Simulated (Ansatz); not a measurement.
A geometry of Ge₂Sb₂Te₅ away from equilibrium: step 5 of the relaxation of a relaxed Ge2Sb2Te5 cell shaken by Gaussian noise of σ = 0.08 Å a coordinate. All values below come from PBE (plane waves to 420 eV, PAW, scalar-relativistic; Ansatz, an electronic-structure program). Γ-centred k-mesh 4×4×4 on the run's cell (coarser than for final values), Fermi–Dirac smearing 0.05 eV.

```xyz
9
Lattice="3.5589 2.0311 9.3643 -3.7740 2.0767 9.4379 -0.0680 -4.3233 9.4496" Properties=species:S:1:pos:R:3:forces:R:3 pbc="T T T" free_energy=-56454.730 pressure_GPa=-0.2
Ge     0.4312     0.5052    -0.0218    0.2358    0.2241   -0.1380
Ge    -0.2185    -0.1702    14.4015    0.0026    0.0732    0.6128
Sb    -0.0935    -0.1972    25.6821   -0.0085   -0.0209    0.1577
Sb    -0.0665     0.0122     2.5181   -0.0792   -0.1671   -0.0448
Te    -3.1756    -0.0745    14.0948    0.1658   -0.1752   -0.1931
Te     1.3163    -2.7369    14.0803   -0.0141    0.1740   -0.2735
Te     1.2258     2.3709    13.9406   -0.2266   -0.0829   -0.1532
Te    -0.1895    -0.1276     6.7092   -0.0330   -0.0087    0.0657
Te    -0.3891    -0.2970    21.3664   -0.0428   -0.0165   -0.0334
```

Positions in Å, forces in eV/Å, free energy of the cell in eV (comparable only within this code, potentials and settings). Largest force: 0.62 eV/Å, on Ge2 (atoms numbered as listed); the geometry lies 0.41 eV/atom above the end of its relaxation.

The relaxed cell holds bonded Te–Te pairs (2.91 Å). No spin polarisation in the result.

The end of the path is a generated cell of Ge2Sb2Te5: the first start was made by a random draw of sites in a space group, and the end was not matched to a known phase here, so it may be hypothetical. Known forms of Ge2Sb2Te5 include space group No. 164.
